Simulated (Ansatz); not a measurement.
# AuAs (zincblende structure)

Computed with Ansatz (plane waves, PAW, 420 eV cutoff): PBEsol, scalar-relativistic, no spin polarisation, Γ-centred 10×10×10 mesh, 0.05 eV Gaussian smearing; PAW files: Ansatz's generated set soft_2.

```
Au As
1.0
     0.00000    2.86844    2.86844
     2.86844    0.00000    2.86844
     2.86844    2.86844    0.00000
Au As
1 1
Direct
  0.00000 0.00000 0.00000
  0.25000 0.25000 0.25000
```

The start was a prototype's sites filled with these elements, not a measured cell.

The cell is relaxed to zero pressure at this level.

The cell has space group F-43m (read at 0.01 Å). In it the stress is -0.01, -0.01, -0.01, 0.00, 0.00, 0.00 GPa and the largest force component 0.000 eV/Å. Each change below starts from this cell, without further relaxation. Stress is in GPa, positive in compression, in the order xx, yy, zz, yz, xz, xy; energies are counted from the cell above and are free energies with the smearing's entropy, which match forces and stress in a metal.

Question: What happens when atom 1 (Au) is moved by 0.05 Å along x?

Answer: The energy changes by 8.4 meV per cell, and the force on it along the shift is -0.338 eV/Å (−F/u = 6.76 eV/Å²). Stress: -0.01, 0.15, 0.15, 1.71, 0.00, 0.00.
```
atom  Fx (eV/Å)     Fy     Fz
 Au1     -0.338  0.000  0.000
 As2      0.338  0.000  0.000
```
In a harmonic crystal the energy would rise by −½F·u = ½ × 6.76 × 0.05² eV = 8.5 meV, which matches.

Question: What stress follows from an engineering strain of 3 % in yz, atoms carried along?

Answer: 0.28, 0.05, 0.05, -1.59, 0.00, 0.00 GPa; the energy changes by 7.0 meV per cell.
```tsv
atom	Fx (eV/Å)	Fy	Fz
Au1	0.303	0.000	0.000
As2	-0.303	0.000	0.000
```
The change of the stress over the strain gives a clamped-atom stiffness of about 53 GPa for this component.
In a harmonic crystal the energy would rise by V(½Cε² − σ₀ε), with σ₀ the stress of the unstrained cell, = 7.0 meV, which matches.

Scalar-relativistic only: spin–orbit splittings of the heavy atoms' levels are missing.
